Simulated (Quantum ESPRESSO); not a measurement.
Al2ZnS3Se, one run as intended and one with a planted mistake

A calculation, not a measurement. The program is pw.x of Quantum ESPRESSO 7.5 (plane-wave density functional theory). The cell is made up: 7 atoms on a zincblende/diamond lattice with one site empty, with randomly drawn elements, strain and displacements, not relaxed. PseudoDojo standard norm-conserving files (v0.5 for PBE, v0.4.1 for LDA and PBEsol) set the functional; there is no spin polarisation, spin-orbit coupling or dispersion term, and the masses in the input are unused placeholders.

Intended input:

```
&control calculation='scf', pseudo_dir='./dojo.nc.sr.pbe.v0_5.standard.upf', outdir='./o', disk_io='low', tprnfor=.true., tstress=.true. /
&system ibrav=0, nat=7, ntyp=4, nbnd=36, ecutwfc=85.99341389, nosym=.true., tot_charge=0,
 occupations='smearing', smearing='fd', degauss=0.0018374661
/
&electrons conv_thr=7.350e-09, electron_maxstep=60, /
ATOMIC_SPECIES
Al 1.0 Al.upf
S 1.0 S.upf
Se 1.0 Se.upf
Zn 1.0 Zn.upf
CELL_PARAMETERS angstrom
5.6547 0.0 0.0
0.0 5.6547 0.0
0.0 0.0 5.6547
ATOMIC_POSITIONS angstrom
Al -0.0206 0.0412 -0.0138
Zn 2.8879 0.011 2.8491
Al 2.7263 2.8277 0.0392
S 1.4548 1.3952 1.3555
S 1.4442 4.2674 4.1762
S 4.2231 1.4566 4.2311
Se 4.2661 4.2369 1.4461
K_POINTS automatic
4 4 4 1 1 1
```

The log is shortened where brackets say so; the opening notice, blank lines, dates and the lines on written files are dropped, and the path of the files is cut. It prints rydbergs, bohrs and kilobars, and counts compression as positive stress. Where no state is partly filled, the Fermi energy that it prints is only some level between the filled and the empty states on the mesh, and need not lie in the true gap.

Log of the intended run:

```
     Program PWSCF v.7.5
     Parallel version (MPI & OpenMP), running on       4 processor cores
     Number of MPI processes:                 4
     Threads/MPI process:                     1
     [start-up lines left out]
     bravais-lattice index     =            0
     lattice parameter (alat)  =      10.6858  a.u.
     unit-cell volume          =    1220.1840 (a.u.)^3
     number of atoms/cell      =            7
     number of atomic types    =            4
     number of electrons       =        60.00
     number of Kohn-Sham states=           36
     kinetic-energy cutoff     =      85.9934  Ry
     charge density cutoff     =     343.9737  Ry
     scf convergence threshold =      7.3E-09
     mixing beta               =       0.7000
     number of iterations used =            8  plain     mixing
     Exchange-correlation= PBE
                           (   1   4   3   4   0   0   0)
     [axes and pseudopotential details left out]
   Cartesian axes
     site n.     atom                  positions (alat units)
         1        Al     tau(   1) = (  -0.0036430   0.0072860  -0.0024404  )
         2        Zn     tau(   2) = (   0.5107079   0.0019453   0.5038464  )
         3        Al     tau(   3) = (   0.4821299   0.5000619   0.0069323  )
         4        S      tau(   4) = (   0.2572727   0.2467328   0.2397121  )
         5        S      tau(   5) = (   0.2553982   0.7546643   0.7385361  )
         6        S      tau(   6) = (   0.7468301   0.2575910   0.7482448  )
         7        Se     tau(   7) = (   0.7544344   0.7492705   0.2557342  )
     number of k points=    32  Fermi-Dirac smearing, width (Ry)=  0.0018
                       cart. coord. in units 2pi/alat
        k(    1) = (   0.1250000   0.1250000   0.1250000), wk =   0.0625000
        k(    2) = (   0.1250000   0.1250000   0.3750000), wk =   0.0625000
     [further k points left out]
     Dense  grid:   131491 G-vectors     FFT dimensions: (  64,  64,  64)
     Estimated max dynamical RAM per process >     239.90 MB
     Estimated total dynamical RAM >     863.29 MB
     Initial potential from superposition of free atoms
     starting charge      59.9948, renormalised to      60.0000
     Starting wfcs are   39 randomized atomic wfcs
     total cpu time spent up to now is        6.2 secs
     per-process dynamical memory:   175.5 Mb
     Self-consistent Calculation
     iteration #  1     ecut=    85.99 Ry     beta= 0.70
     Davidson diagonalization with overlap
     ethr =  1.00E-02,  avg # of iterations =  3.9
     Threshold (ethr) on eigenvalues was too large:
     Diagonalizing with lowered threshold
     Davidson diagonalization with overlap
     ethr =  6.52E-04,  avg # of iterations =  1.3
     total cpu time spent up to now is       25.6 secs
     total energy              =    -736.13687211 Ry
     estimated scf accuracy    <       0.37944362 Ry
     iteration #  2     ecut=    85.99 Ry     beta= 0.70
     Davidson diagonalization with overlap
     ethr =  6.32E-04,  avg # of iterations =  2.5
     total cpu time spent up to now is       34.6 secs
     total energy              =    -736.23196336 Ry
     estimated scf accuracy    <       0.18957195 Ry
     [iterations 3 to 8 left out]
     iteration #  9     ecut=    85.99 Ry     beta= 0.70
     Davidson diagonalization with overlap
     ethr =  3.48E-10,  avg # of iterations =  2.0
     total cpu time spent up to now is      101.3 secs
     total energy              =    -736.27327763 Ry
     estimated scf accuracy    <          7.5E-09 Ry
     iteration # 10     ecut=    85.99 Ry     beta= 0.70
     Davidson diagonalization with overlap
     ethr =  1.25E-11,  avg # of iterations =  3.0
     total cpu time spent up to now is      113.8 secs
     End of self-consistent calculation
     [lines on levels left out]
     the Fermi energy is     4.6157 ev
!    total energy              =    -736.27327763 Ry
     estimated scf accuracy    <          2.1E-09 Ry
     smearing contrib. (-TS)   =       0.00000000 Ry
     internal energy E=F+TS    =    -736.27327763 Ry
     The total energy is F=E-TS. E is the sum of the following terms:
     one-electron contribution =    -666.29519631 Ry
     hartree contribution      =     343.21121517 Ry
     xc contribution           =    -116.19353321 Ry
     ewald contribution        =    -296.99576328 Ry
     convergence has been achieved in  10 iterations
     Forces acting on atoms (cartesian axes, Ry/au):
     atom    1 type  1   force =     0.01405268    0.00875898   -0.02539611
     atom    2 type  4   force =    -0.01081298    0.01166586    0.01219929
     atom    3 type  1   force =     0.00880726   -0.00116393   -0.03336046
     atom    4 type  2   force =    -0.01381273   -0.00209004   -0.01657128
     atom    5 type  2   force =    -0.01175458   -0.00012197    0.04440440
     atom    6 type  2   force =     0.00139476    0.00051151    0.03499516
     atom    7 type  3   force =     0.01212560   -0.01756041   -0.01627100
     Total force =     0.083902     Total SCF correction =     0.000136
     Computing stress (Cartesian axis) and pressure
          total   stress  (Ry/bohr**3)                   (kbar)     P=      -67.88
  -0.00047795   0.00005880  -0.00005010          -70.31        8.65       -7.37
   0.00005880  -0.00048140   0.00002098            8.65      -70.82        3.09
  -0.00005010   0.00002098  -0.00042490           -7.37        3.09      -62.50
     init_run     :      5.59s CPU      5.91s WALL (       1 calls)
     electrons    :    106.06s CPU    107.72s WALL (       1 calls)
     forces       :      1.69s CPU      1.75s WALL (       1 calls)
     stress       :      4.52s CPU      4.52s WALL (       1 calls)
     [timing details left out]
     PWSCF        :   1m58.18s CPU   2m 0.33s WALL
     JOB DONE.
```

A second run has one planted mistake: the plane-wave cutoff is too low. The input lines that differ, file-writing options aside:

```
- &system ibrav=0, nat=7, ntyp=4, nbnd=36, ecutwfc=85.99341389, nosym=.true., tot_charge=0,
+ &system ibrav=0, nat=7, ntyp=4, nbnd=36, ecutwfc=50.05257680, nosym=.true., tot_charge=0,
```

Its log:

```
     Program PWSCF v.7.5
     Parallel version (MPI & OpenMP), running on       4 processor cores
     Number of MPI processes:                 4
     Threads/MPI process:                     1
     [start-up lines left out]
     bravais-lattice index     =            0
     lattice parameter (alat)  =      10.6858  a.u.
     unit-cell volume          =    1220.1840 (a.u.)^3
     number of atoms/cell      =            7
     number of atomic types    =            4
     number of electrons       =        60.00
     number of Kohn-Sham states=           36
     kinetic-energy cutoff     =      50.0526  Ry
     charge density cutoff     =     200.2103  Ry
     scf convergence threshold =      7.3E-09
     mixing beta               =       0.7000
     number of iterations used =            8  plain     mixing
     Exchange-correlation= PBE
                           (   1   4   3   4   0   0   0)
     [axes and pseudopotential details left out]
   Cartesian axes
     site n.     atom                  positions (alat units)
         1        Al     tau(   1) = (  -0.0036430   0.0072860  -0.0024404  )
         2        Zn     tau(   2) = (   0.5107079   0.0019453   0.5038464  )
         3        Al     tau(   3) = (   0.4821299   0.5000619   0.0069323  )
         4        S      tau(   4) = (   0.2572727   0.2467328   0.2397121  )
         5        S      tau(   5) = (   0.2553982   0.7546643   0.7385361  )
         6        S      tau(   6) = (   0.7468301   0.2575910   0.7482448  )
         7        Se     tau(   7) = (   0.7544344   0.7492705   0.2557342  )
     number of k points=    32  Fermi-Dirac smearing, width (Ry)=  0.0018
                       cart. coord. in units 2pi/alat
        k(    1) = (   0.1250000   0.1250000   0.1250000), wk =   0.0625000
        k(    2) = (   0.1250000   0.1250000   0.3750000), wk =   0.0625000
     [further k points left out]
     Dense  grid:    58269 G-vectors     FFT dimensions: (  50,  50,  50)
     Estimated max dynamical RAM per process >     109.13 MB
     Estimated total dynamical RAM >     393.82 MB
     Check: negative core charge=   -0.000062
     Initial potential from superposition of free atoms
     starting charge      59.9948, renormalised to      60.0000
     Starting wfcs are   39 randomized atomic wfcs
     total cpu time spent up to now is        2.6 secs
     per-process dynamical memory:    79.8 Mb
     Self-consistent Calculation
     iteration #  1     ecut=    50.05 Ry     beta= 0.70
     Davidson diagonalization with overlap
     ethr =  1.00E-02,  avg # of iterations =  3.8
     Threshold (ethr) on eigenvalues was too large:
     Diagonalizing with lowered threshold
     Davidson diagonalization with overlap
     ethr =  9.43E-04,  avg # of iterations =  1.2
     total cpu time spent up to now is        9.9 secs
     total energy              =    -734.60575199 Ry
     estimated scf accuracy    <       0.56903652 Ry
     iteration #  2     ecut=    50.05 Ry     beta= 0.70
     Davidson diagonalization with overlap
     ethr =  9.48E-04,  avg # of iterations =  2.1
     total cpu time spent up to now is       13.4 secs
     total energy              =    -734.73936670 Ry
     estimated scf accuracy    <       0.28990513 Ry
     [iterations 3 to 8 left out]
     iteration #  9     ecut=    50.05 Ry     beta= 0.70
     Davidson diagonalization with overlap
     ethr =  5.10E-10,  avg # of iterations =  2.0
     total cpu time spent up to now is       38.2 secs
     total energy              =    -734.80600917 Ry
     estimated scf accuracy    <       0.00000001 Ry
     iteration # 10     ecut=    50.05 Ry     beta= 0.70
     Davidson diagonalization with overlap
     ethr =  2.30E-11,  avg # of iterations =  4.0
     total cpu time spent up to now is       41.8 secs
     End of self-consistent calculation
     [lines on levels left out]
     the Fermi energy is     4.5407 ev
!    total energy              =    -734.80600917 Ry
     estimated scf accuracy    <          6.7E-09 Ry
     smearing contrib. (-TS)   =       0.00000000 Ry
     internal energy E=F+TS    =    -734.80600917 Ry
     The total energy is F=E-TS. E is the sum of the following terms:
     one-electron contribution =    -662.23243678 Ry
     hartree contribution      =     340.03338140 Ry
     xc contribution           =    -115.61119049 Ry
     ewald contribution        =    -296.99576330 Ry
     convergence has been achieved in  10 iterations
     Forces acting on atoms (cartesian axes, Ry/au):
     atom    1 type  1   force =     0.01394237    0.00863476   -0.02503849
     atom    2 type  4   force =    -0.00794228    0.00846102    0.00963890
     atom    3 type  1   force =     0.00891978   -0.00106434   -0.03311347
     atom    4 type  2   force =    -0.01405667   -0.00180386   -0.01710764
     atom    5 type  2   force =    -0.01166372    0.00003974    0.04502060
     atom    6 type  2   force =     0.00125296    0.00024819    0.03546575
     atom    7 type  3   force =     0.00954756   -0.01451550   -0.01486565
     Total force =     0.082094     Total SCF correction =     0.000234
     Computing stress (Cartesian axis) and pressure
          total   stress  (Ry/bohr**3)                   (kbar)     P=    -1173.05
  -0.00798657   0.00006229  -0.00005592        -1174.86        9.16       -8.23
   0.00006229  -0.00798913   0.00002584            9.16    -1175.24        3.80
  -0.00005592   0.00002584  -0.00794703           -8.23        3.80    -1169.05
     init_run     :      2.10s CPU      2.23s WALL (       1 calls)
     electrons    :     38.60s CPU     39.30s WALL (       1 calls)
     forces       :      0.60s CPU      0.63s WALL (       1 calls)
     stress       :      1.99s CPU      1.99s WALL (       1 calls)
     [timing details left out]
     PWSCF        :     43.63s CPU     44.53s WALL
     JOB DONE.
```

|  | intended run | run with the mistake |
| --- | --- | --- |
| free energy (eV) | -10017.508 | -9997.545 |
| smearing term -TS (eV) | 0.0000 | 0.0000 |
| pressure (GPa) | -6.79 | -117.31 |
| largest force component (eV/Å) | 1.142 | 1.158 |
| largest change of a force component (eV/Å) |  | 0.082 |
| iterations | 10 | 10 |

For scale, a rerun of the intended cell at 1467 eV and a 6 x 6 x 6 mesh moved values by no more than 0.002 eV in energy, 0.02 GPa in stress and 0.002 eV/Å in force.